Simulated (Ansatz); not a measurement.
TiO2:
```
CELL_PARAMETERS angstrom
      4.49842     0.00000     0.00000
      0.00000     5.43981     0.00000
      0.00000     0.00000     4.84116
ATOMIC_POSITIONS crystal
  Ti 0.50000 0.67403 0.75000
  Ti 0.50000 0.32597 0.25000
  Ti 0.00000 0.82597 0.25000
  Ti 0.00000 0.17403 0.75000
  O  0.72844 0.61768 0.08143
  O  0.27156 0.38232 0.91857
  O  0.77156 0.88232 0.58143
  O  0.22844 0.11768 0.41857
  O  0.22844 0.88232 0.91857
  O  0.77156 0.11768 0.08143
  O  0.27156 0.61768 0.41857
  O  0.72844 0.38232 0.58143
```

Relaxed with LDA. Special points in fractions of this cell's reciprocal vectors: Γ (0.000, 0.000, 0.000); X (0.500, 0.000, 0.000); S (0.500, 0.500, 0.000); Y (0.000, 0.500, 0.000); Z (0.000, 0.000, 0.500); U (0.500, 0.000, 0.500); R (0.500, 0.500, 0.500); T (0.000, 0.500, 0.500).

Question: List the band energies nearest the valence-band maximum at these points for plane-wave PAW LDA (Ansatz code).

Answer: In eV from the valence-band maximum; about four levels below and three above (degenerate sets whole), none deeper than 8.9 eV; points with the same levels are listed once.

```
k                    below                above
-  -----------------------  -------------------
Γ   -0.52 -0.40 -0.02 0.00  2.75 2.75 2.90 2.91
X  -0.51 -0.51 -0.26 -0.26  3.22 3.22 3.35 3.35
S  -0.56 -0.56 -0.37 -0.37  3.06 3.06 3.07 3.07
Y  -1.23 -1.23 -0.15 -0.15  2.87 2.87 3.35 3.35
Z  -0.46 -0.46 -0.30 -0.30  2.68 2.68 3.14 3.14
U  -0.50 -0.50 -0.50 -0.50  3.09 3.09 3.09 3.09
R  -0.84 -0.84 -0.84 -0.84  3.09 3.09 3.09 3.09
T  -0.46 -0.46 -0.46 -0.46  3.00 3.00 3.00 3.00
```

Space group Pbcn. This is a known high-pressure phase of the composition, computed here at zero pressure and temperature. The LDA relaxation kept the symmetry of its start; of distortions, only those at the zone centre were tested. No spin polarisation was allowed.

Potentials: the later of the program's two PAW sets.
